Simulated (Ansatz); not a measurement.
Relaxing one composition in several structure types shows which are competitive, which pressure would favour, and how volume and gap change with structure.

The yardstick is MoSi2, MoSi2 or CaC2 type. The reference is the lowest phase computed, which need not be the stable form in nature.

Levels of theory (Ansatz, a plane-wave PAW program): energy: PBE, total energy at 0 K with the change to a 700 eV cutoff added (comparable within one formula alone); volume per atom: PBE, relaxed cell; gap: PBE; bulk modulus: PBE, equation-of-state fit.

Model phases, started by placing the elements on a structure type or from a typed cell, with no claim that they are known: MoSi2, C54 type, Fddd; MoSi2, Al2Cu type, I4/mcm; MoSi2, fluorite or antifluorite type; MoSi2, AlB2 type, P6/mmm; MoSi2, C49 type, Cmcm. No gap (0.00) means none at this level, which can close a small real gap. Spin–orbit coupling is left out unless named.

The figures follow from the printed values by these rules: ΔE = E − E_ref; ΔV = V − V_ref; temperature scale ΔE/k_B = 11.605 K/meV × ΔE.

```csv
crystal,E (eV/atom),V (Å³/atom),gap (eV),B₀ (GPa),ΔE (meV/atom),ΔV (Å³/atom),ΔE/k_B (K)
"MoSi2, MoSi2 or CaC2 type, reference",−2076.376,13.58,0.00,204,0.0,0.00,0
"MoSi2, C54 type, Fddd",−2076.297,13.55,0.00,189,134.3,−0.03,1600
"MoSi2, Al2Cu type, I4/mcm",−2075.993,15.42,0.00,171,383.0,1.84,4400
"MoSi2, fluorite or antifluorite type",−2075.537,16.74,0.00,129,839.0,3.16,9700
"MoSi2, AlB2 type, P6/mmm",−2075.723,14.02,0.00,167,653.0,0.44,7600
"MoSi2, C49 type, Cmcm",−2076.020,13.99,0.00,160,356.0,0.41,4100
```

Question: A slip was made in one value of «ΔE (meV/atom)» and carried on. Locate it and redo the row.

Answer: The row of MoSi2, C54 type, Fddd shows 134.3. From its own inputs, ΔE = 1000 × (−2076.297 − (−2076.376)) = 79.0 meV/atom. Carried on: ΔE/k_B: 11.605 × 79.0 = 920 K. The other rows agree with the rules.

With the correction: Ranking by ΔE, lowest first: MoSi2, MoSi2 or CaC2 type (0.0 ± 5.0), MoSi2, C54 type, Fddd (79.0 ± 5.0), MoSi2, C49 type, Cmcm (356.0 ± 5.0), MoSi2, Al2Cu type, I4/mcm (383.0 ± 5.0), MoSi2, AlB2 type, P6/mmm (653.0 ± 5.0), MoSi2, fluorite or antifluorite type (839.0 ± 5.0). The ± follows from allowances picked for this note (energy 0.004 eV/atom, 3 meV/atom on the figure itself), carried to first order and added in quadrature, each row's own inputs moving alone; ≈ joins neighbours closer than their two ± added in quadrature.

Vibrational free energy is left out, and phases that were not computed could lie lower. Rows are a sample of the computed phases of this formula. Limits of the draw: a spread of over 30 meV/atom, none over 0.9 eV/atom above the reference, within 8 meV/atom of the lowest or within 3 meV/atom of a neighbour. As a rule kept out of such tables: 4f compounds, open-shell compounds run without a Hubbard term, cells found unstable in the tests at hand, cells close to a higher symmetry, and runs set to a pressure or over 12 % in volume from the crystal's fullest run.
